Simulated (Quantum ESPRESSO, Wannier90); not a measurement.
# LiNbO3 (R-3c), plane waves to Wannier functions

```yaml
crystal:
  lattice:
    - [-2.63472, 4.56347, 0.00000]
    - [-5.26944, 0.00000, 0.00000]
    - [-2.63472, 1.52116, 4.63437]
  atoms:
    - { symbol: Li, position: [0.25000, 0.25000, 0.25000] }
    - { symbol: Li, position: [0.75000, 0.75000, 0.75000] }
    - { symbol: Nb, position: [0.00000, 0.00000, 0.00000] }
    - { symbol: Nb, position: [0.50000, 0.50000, 0.50000] }
    - { symbol: O, position: [0.75000, 0.37036, 0.75000] }
    - { symbol: O, position: [0.25000, 0.62964, 0.25000] }
    - { symbol: O, position: [0.12964, 0.75000, 0.75000] }
    - { symbol: O, position: [0.87036, 0.25000, 0.25000] }
    - { symbol: O, position: [0.37036, 0.12963, 0.75000] }
    - { symbol: O, position: [0.62964, 0.87037, 0.25000] }
```

Cell from Materials Project (mp-552588), symmetrised, no further relaxation. COD (Crystallography Open Database) has the formula in 3 space groups, this one among them (matched by group alone). Method: PBEsol plane waves in Quantum ESPRESSO 7.5 (PseudoDojo norm-conserving files, 68 Ry, no spin polarisation, no spin-orbit coupling), Bloch states on a 6×6×6 mesh through Γ, Wannier90 4.0.1. Density: 8×8×8 mesh, cold smearing 0.01 Ry.

Base run: 28 functions from bands 17-66 of the 66 computed, start hydrogen-like Nb: d; O: p, centres 0.05 Å off the atoms, frozen window up to 3.88 eV relative to the valence-band maximum, outer window open. Rows change the key named; with other orbitals the number of functions and the frozen window follow, as listed; window edges are relative to the valence-band maximum. The misfit compares interpolated bands with pw.x on a high-symmetry path, for states up to 3.4 eV relative to the valence-band maximum. Converged means that the tolerances were met: symmetric starts can stop on a saddle, which shows as a larger Ω_OD at equal Ω_I and can move the misfit too.

Rows with other orbitals or bands describe another subspace, so their Ω_I can't be set against the base's. Runs that didn't settle are not listed.

```
setting                                                                                  orbitals  bands  functions  frozen to (eV)  Ω_I (Å²)  Ω_D (Å²)  Ω_OD (Å²)  rms misfit (meV)  worst (meV)            ended
----------------------------------------------------------------------  -------------------------  -----  ---------  --------------  --------  --------  ---------  ----------------  -----------  ---------------
base                                                                                    Nb d, O p  17-66         28            3.88     23.88      0.00       0.29               0.3          4.4        converged
num_iter = 0 (projection only), orbitals on the atoms                                   Nb d, O p  17-66         28            3.88     23.88      0.00       0.34               0.3          4.2  no minimisation
start: atomic waves of the pseudopotential files                        Li 2s, Nb 4d, Nb 5s, O 2p  17-66         32            3.88     33.42      0.00       0.81               0.3          2.0        converged
start: SCDM erfc, mu = fit minus three sigma, no disentanglement steps  Li 2s, Nb 4d, Nb 5s, O 2p  17-66         32            none     44.88      0.76       7.30               0.7          4.4        converged
```
